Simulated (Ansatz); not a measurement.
## Relaxing PtBr2 in the fluorite type

First guess:

```yaml
crystal:
  lattice:
    - [0.00000, 2.85691, 2.85691]
    - [2.85691, 0.00000, 2.85691]
    - [2.85691, 2.85691, 0.00000]
  atoms:
    - { symbol: Pt, position: [0.00000, 0.00000, 0.00000] }
    - { symbol: Br, position: [0.25000, 0.25000, 0.25000] }
    - { symbol: Br, position: [0.75000, 0.75000, 0.75000] }
```

Theory: Ansatz 0.2.0, DFT, PBE, PAW with Ansatz's default frozen-core files, scalar-relativistic.

Cell and atoms relax within the symmetry of the start on a 11×11×11 k mesh with 0.05 eV Fermi–Dirac smearing.

The start is built from a prototype, known or not as a phase of this compound; the cutoff is 420 eV.

Spin–orbit coupling is left out, though it moves levels of the heavy atoms by tenths of an eV or more.

(1) What is the pressure of the first guess?

(2) What does it relax to?

(3) How much energy does the relaxation release?

Results:

(1) 81.4 GPa.

(2) a = 6.621 Å, b = 6.621 Å, c = 6.621 Å, α = 90.00°, β = 90.00°, γ = 90.00° (conventional cell), 24.18 Å³ per atom:
Space group Fm-3m (No. 225). a = 6.621 Å, b = 6.621 Å, c = 6.621 Å, α = 90.00°, β = 90.00°, γ = 90.00°
```
atom  site  symmetry       x       y       z
  Pt    4a      m-3m  0.0000  0.0000  0.0000
  Br    8c      -43m  0.2500  0.7500  0.7500
```

(3) 1425 meV/atom.
